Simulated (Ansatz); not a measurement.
ZnSe (zinc blende): scan of one atom of the cell

Starting cell, ZnSe (zinc blende):

```
CELL_PARAMETERS angstrom
      0.00000     5.66546     5.66546
      2.83273     0.00000     2.83273
      2.83273     2.83273     0.00000
ATOMIC_POSITIONS crystal
  Se 0.37500 0.75000 0.75000
  Se 0.87500 0.75000 0.75000
  Zn 0.00000 0.00000 0.00000
  Zn 0.50000 0.00000 0.00000
```

In this cell atom 2 (Se, nearest neighbour Zn at 2.453 Å; its periodic images, 4.0 Å or more away, move with it) is moved by s along Cartesian [110], unit vector (0.707, 0.707, 0.000); all other atoms and the cell stay fixed.

These are r2SCAN (plane waves to 500 eV, PAW, scalar-relativistic; Ansatz, a quantum-chemistry and plane-wave program) values and carry that method's errors. k mesh 4×8×8 (Γ-centred), Fermi-Dirac smearing 0.05 eV. E stands for the smeared free energy. Compression counts positive. F∥ is the force on the atom along that direction. F⊥ is the part of the force across the line. ZnSe was relaxed with its symmetry unable to fall. ΔE is measured from the undisplaced structure.

```
s (Å)   ΔE (meV/cell)  F∥ (eV/Å)  P (GPa)  |F⊥| (eV/Å)
------  -------------  ---------  -------  -----------
-0.490            848      3.885     3.75        2.855
-0.392            519      2.865     2.32        1.742
-0.294            281      2.005     1.27        0.943
-0.196            122      1.268     0.55        0.408
-0.098             30      0.613     0.14        0.100
0.000               0      0.000     0.00        0.000
0.098              30     -0.613     0.14        0.100
0.196             122     -1.268     0.55        0.408
0.294             281     -2.005     1.27        0.943
0.392             519     -2.865     2.32        1.742
0.490             848     -3.885     3.75        2.855
```

Summary:

The energy at s = 0.490 Å is 848 meV/cell and the force along the line at s = -0.490 Å is 3.89 eV/Å. The force constant k = d²E/ds² at s = 0 (finite differences) is 6.19 eV/Å². Symmetry of the curve: even: the same for both signs. Shape of the curve: a single well with its minimum at or next to zero displacement. Harmonic estimate at the end of the scan: ½ks² = 743 meV/cell against the computed 848 meV/cell, so the well is stiffer than harmonic there.

The 11 points together took about 9 core-minutes (a rough figure).

(A displaced cell: forces are minus the slopes of the energy, force constants its curvatures, and phonons follow from these.)
